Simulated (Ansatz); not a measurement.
**Ge: stiffness from a series of strains**

```yaml
crystal:
  lattice:
    - [0.00000, 2.82877, 2.82877]
    - [2.82877, 0.00000, 2.82877]
    - [2.82877, 2.82877, 0.00000]
  atoms:
    - { symbol: Ge, position: [0.50000, 0.50000, 0.50000] }
    - { symbol: Ge, position: [0.75000, 0.75000, 0.75000] }
```

Atom numbers follow the list: Ge1, Ge2.

The structure is an experimental refinement, used without relaxation.

Computed with DFT, PBEsol, all-electron LAPW, scalar-relativistic in Ansatz 0.2.0.

The runs use a Γ-centred 11×11×11 k mesh, Fermi–Dirac smearing of 0.05 eV, basis error target 0.5 meV/atom, no spin polarisation.

The strain is applied along the Cartesian axes of the cell as listed (γ is the engineering shear, twice εxy = εyz = εzx). Fractional coordinates are held (clamped ions).

σ is the change of stress from the unstrained cell, which is at 0.66 GPa; tension is positive, so slopes are stress–strain coefficients at that pressure. In a metal the k mesh adds noise.

Only quantities that a quadratic follows smoothly over the whole series are listed; rougher ones are left out.

```tsv
γ	σxy (GPa)
-0.0200	-1.72
0.0000	0.00
0.0100	0.81
0.0200	1.59
```

(1) Fit the series and read off the stiffness at zero strain.

(2) One run, at γ = -0.0100, is withheld. Predict its row.

Results:

(1) Least-squares fits y = p0 + p1 x + p2 x² to the rows give σxy (GPa): p1 = 82.7, p2 = -160. So C44 (clamped ions) = 83 GPa.

(2) The fits give -0.84; the run gave -0.84.
